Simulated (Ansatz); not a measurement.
MgO (rock salt, Fm-3m), DFT-PBE in the program Ansatz with PAW potentials, all energies at zero smearing, with the estimated change up to a 700 eV cutoff added, with one set of potentials and settings (totals compare only within such a set). Cell of 2 atoms (1 Mg, 1 O): -2494.143 eV.

```tsv
element	reference phase	E (eV/atom)
Mg	P6_3/mmc, 2 atoms in the cell	-1923.8027
O	C2/m, 4 atoms in the cell, spin-polarised	-565.0042
```

Formation energy per atom, worked out: (-2494.143 − 1×(-1923.8027) − 1×(-565.0042))/2 = -2.668 eV/atom (-257 kJ per mol of atoms), at 0 K, without zero-point energy or fitted corrections.

The PBE relaxation kept the symmetry of its start. The references are the lowest solids computed at this level, not always the standard phases (solids in place of the gases).

Potentials: the earlier of the program's two PAW sets.
